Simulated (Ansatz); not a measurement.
**Strain and the gap of SiOS (Janus 2H monolayer)**

SiOS (Janus 2H monolayer), relaxed with r2SCAN in the PAW code Ansatz. The sheet's in-plane cell has a = 2.934 Å, b = 2.934 Å (γ = 120.0°), and its outermost atoms lie 2.50 Å apart along the normal. Around Si lie 3 O at 1.97 Å and 3 S at 2.25 Å; around O lie 3 Si at 1.97 Å; around S lie 3 Si at 2.25 Å.

The axes x, y and z are those of this cell:
```xyz
3
Lattice="2.9345 0.0000 0.0000 -1.4672 2.5413 0.0000 0.0000 0.0000 28.7492" Properties=species:S:1:pos:R:3 pbc="T T F"
Si    0.0000    1.6942    9.1555
O     1.4672    0.8471   10.1701
S     1.4672    0.8471    7.6744
```
Periodic in the plane only; c spans the vacuum.

Unstrained: HSE06 gives a direct gap of 0.695 eV at Γ. Meshes: HSE06 9×9×1. Strains are changes of length per length. After each strain the atoms were relaxed again with r2SCAN within the symmetry that the strain leaves, so tilts or polar shifts that break it weren't tested; points keep the names that they have in the unstrained zone. Spin-unpolarised throughout. Whether this structure exists isn't addressed.

Changes of the least gap in eV (an overlap counts as a negative gap):
```csv
strain,area change (%),space group,HSE06
uniaxial -1.0 % along y,-1.0,–,+1.444
in-plane biaxial +4.0 %,+8.2,–,+0.033
uniaxial +5.0 % along x,+5.0,–,+1.433
```

Uniaxial -1.0 % along y, other directions held. HSE06: the gap goes from 0.695 to 2.139 eV (+1.444 eV).

In-plane biaxial +4.0 %. HSE06: the gap goes from 0.695 to 0.728 eV (+0.033 eV). For HSE06, dE_g/d ln A = 0.4 eV over this step.

Uniaxial +5.0 % along x, other directions held. HSE06: the gap goes from 0.695 to 2.128 eV (+1.433 eV); it turns from direct (Γ) to indirect (Γ → M [(0, 1/2, 0)]); the M points, equivalent before, split by 324 meV, and the conduction bottom lies at those like (0, 1/2, 0).

The meshes of the hybrids are coarse, so their gaps aren't converged to the digits shown.
